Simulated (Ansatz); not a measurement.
Ansatz (a first-principles code) input:

Ansatz 0.2 input:
```yaml
crystal:
  lattice:
    - [-3.8083918074, 3.8083918074, 5.5517007711]
    - [3.8083918074, -3.8083918074, 5.5517007711]
    - [3.8083918074, 3.8083918074, -5.5517007711]
  atoms:
    - { symbol: Rb, position: [0.75, 0.25, 0.5] }
    - { symbol: Rb, position: [0.25, 0.75, 0.5] }
    - { symbol: Te, position: [0.0, 0.0, 0.0] }
    - { symbol: Br, position: [0.2836817753, 0.7835761296, 0.0672579049] }
    - { symbol: Br, position: [0.7163182247, 0.2164238704, 0.9327420951] }
    - { symbol: Br, position: [0.7835761296, 0.7163182247, 0.4998943544] }
    - { symbol: Br, position: [0.2164238704, 0.2836817753, 0.5001056457] }
    - { symbol: Br, position: [0.2452698923, 0.2452698923, 0.0] }
    - { symbol: Br, position: [0.7547301077, 0.7547301077, 0.0] }
kpoints:
  mp_grid: { grid: [5, 5, 5] }
hamiltonian:
  xc: r2scan
  pseudopotentials: { kind: paw }
scf:
  occupations: { method: fixed }
checkpoint: { read: static.run }
output: { write_density: true, elf: true, volumetric_format: npy }
basis: { fft_grid_basis: typed }
```

Output (shortened):

```
Pseudopotential: Rb, paw, valence charge 9
Pseudopotential: Te, paw, valence charge 16
Pseudopotential: Br, paw, valence charge 7
Functional definition: r2SCAN
Crystal: 9 atoms, lattice volume = 322.084 Å³
Basis set: ecut = 500 eV, 8161 PW (Γ), exchange–correlation on 240×240×240 points (64 copies of the dense FFT grid, shifted against one another)
Bands: 47, of which v1, the nominal top of the filled ones, is band 38 counted from 1 (37 counted from 0)
Symmetry: 8 space group operations
Space group: I4/m (ITA 87), of the structure as read, at distance tolerance 6.9e-5 Å
k-points: 21 of 125
Stability of the state it starts from, as read at its close in the unpolarized treatment …
iter 1 solved again at ethr=8.20e-7 eV; its pass at ethr=3.10e-3 eV (dr2=6.23e-4 eV) is discarded
SCF iter   1: F=—  HF=-30318.668140 eV  |F-HF|=—  |Δ(HF+E_count)|=         —  Δρ=1.88e-6  dr2=9.81e-9  dr2_τ=6.38e-10  ethr=8.20e-7  ⟨swp⟩=3.1  Hψ=6496  notcnv=0  defer=146
preconditioner: auto → Resta (q_TF=auto, 2.145 Å⁻¹)
SCF iter   2: F=—  HF=-30318.668271 eV  |F-HF|=—  |Δ(HF+E_count)|=   1.31e-4  Δρ=1.04e-6  dr2=3.39e-9  dr2_τ=6.12e-10  ethr=1.29e-11  ⟨swp⟩=20.3  Hψ=7734  notcnv=0
SCF iter   3: F=-30318.668271 eV  HF=-30318.668271 eV  |F-HF|=7.89e-10  |Δ(HF+E_count)|=  5.89e-10  Δρ=6.54e-7  dr2=1.17e-9  dr2_τ=8.09e-11  ethr=4.46e-12  ⟨swp⟩=1.0  Hψ=1966  notcnv=0
SCF 1 converged in 3 iterations: F = -30318.668271 eV  dr2 = 1.17e-9
SCF converged after 3 iterations
Free energy (F): -30318.668271 eV
Harris-Foulkes:  -30318.668271 eV  (|F-HF|=7.89e-10)
Internal energy: -30318.668271 eV  (E = F + TS)
E sigma→0 (E₀):  -30318.668271 eV
Fermi energy:    2.382921 eV
--- Per-component energies (eV) ---
  E_band       = -690.596863
  E_kinetic    = 1367.208025
  E_local      = -4630.618535  (includes V_loc(G=0)·N_el)
  E_nonlocal   = 452.032825
  E_hartree    = 1845.092101
  E_xc         = -1867.780235
  E_vxc        = -1100.053863  (∫ρ·V_xc dr)
  E_paw        = -23576.191980  (= ΣΔE_a)
  E_vpaw       = -528.109086  (= ΣTr[D̂ρ^β])
  E_aug_tail   = -0.000035  (compensation charges beyond the density's cutoff)
  E_vtau       = 58.759540  (kinetic-family band-sum trace: ∫τ·v_τ [+ j·A + Jᵃ·Aᵃ] dr)
  E_ewald      = -3907.452274
  E_core_change = -0.958162  (= ΣΔE_core)
  E_smearing   =  0.000000  (= −TS)
  E_closure    = 0.000000  (closes the sum)
  Σ components = -30318.668271   (vs F -30318.668271, Δ=0.00e0)
  [band-id]    e_kinetic+e_local+e_nonlocal+2·e_hartree+e_vxc+e_vpaw+e_augmentation_tail+e_vtau = -690.596927   (vs E_band -690.596863, Δ=-6.42e-5)
--- Band table (eV; the first three rows and the last of 21) ---
  k-point 0: bands = ["-36.4582", "-36.4582", "-36.4561", "-36.4549", "-36.4523", "-23.8706", "-23.8688", "-12.7961", "-11.7805", "-11.7329", "-11.7329", "-11.4917", "-11.4506", "-8.4442", "-7.4333", "-7.4333", "-7.4004", "-7.4004", "-7.3990", "-7.3967", …
  k-point 1: bands = ["-36.4582", "-36.4582", "-36.4561", "-36.4549", "-36.4523", "-23.8703", "-23.8690", "-12.7641", "-11.7853", "-11.7477", "-11.7407", "-11.5205", "-11.4714", "-8.3909", "-7.4224", "-7.4190", "-7.3968", "-7.3939", "-7.3932", "-7.3874", …
  k-point 2: bands = ["-36.4582", "-36.4582", "-36.4561", "-36.4549", "-36.4523", "-23.8700", "-23.8693", "-12.7079", "-11.7932", "-11.7589", "-11.7505", "-11.6207", "-11.4703", "-8.3069", "-7.4046", "-7.3956", "-7.3911", "-7.3893", "-7.3791", "-7.3691", …
  k-point 20: bands = ["-36.4582", "-36.4582", "-36.4561", "-36.4549", "-36.4523", "-23.8699", "-23.8694", "-12.7071", "-11.8017", "-11.7929", "-11.7240", "-11.6114", "-11.4618", "-8.3090", "-7.4034", "-7.4023", "-7.3967", "-7.3956", "-7.3832", "-7.3485", …
```

Cost: roughly 19 core-seconds on shared cores.

The first step of the workflow began from a Materials Project structure, measured or hypothetical; the Crystallography Open Database copy checked does not list it. Whether it is the stable phase at ambient conditions was not checked. Symmetry was held in the r²SCAN relaxation; its stability against distortions is not shown here. Spin–orbit coupling is left out wherever it is not named.

Potentials: the later of the program's two PAW sets.

Ansatz is a plane-wave DFT program.
